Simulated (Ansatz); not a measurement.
WSe₂ (2H-MoS2 type, space group P6_3/mmc)

```
CELL_PARAMETERS angstrom
      3.23045     0.00000     0.00000
     -1.61522     2.79765     0.00000
      0.00000     0.00000    12.41060
ATOMIC_POSITIONS crystal
  W  0.33333 0.66667 0.25000
  W  0.66667 0.33333 0.75000
  Se 0.33333 0.66667 0.61454
  Se 0.66667 0.33333 0.11454
  Se 0.66667 0.33333 0.38546
  Se 0.33333 0.66667 0.88546
```

Two coordinates are scanned: the volume, and the ratio of the stretch along z (the conventional c axis) to the stretch across it. Atoms keep their fractional coordinates.

Computed with PBEsol-D3(BJ) (plane waves to 420 eV, PAW, scalar-relativistic; Ansatz, a program for electronic structure). k mesh 12×12×3 (Γ-centred), Fermi-Dirac smearing 0.05 eV. Compression counts positive. As the atoms are clamped, bonds stretch with the cell, which overstates energies and stresses. Spin-orbit coupling is left out, though W is heavy. The PAW data are Ansatz's earlier set. WSe2 is run without spin polarisation. WSe2 was relaxed with its symmetry unable to fall.

At one point of the scan the stress tensor (GPa) is:

```
    1.6      0.0      0.0
    0.0      1.6      0.0
    0.0      0.0     -5.7
```

Task: Which point is it?
A. V/V₀ = 0.960, (c/a)/(c/a)₀ = 1.080
B. V/V₀ = 1.000, (c/a)/(c/a)₀ = 1.040
C. V/V₀ = 0.920, (c/a)/(c/a)₀ = 1.080
D. V/V₀ = 1.080, (c/a)/(c/a)₀ = 1.000

Result: B, V/V₀ = 1.000, (c/a)/(c/a)₀ = 1.040

(Under strain, the slope of the energy per volume gives the stress and its curvature an elastic modulus.)
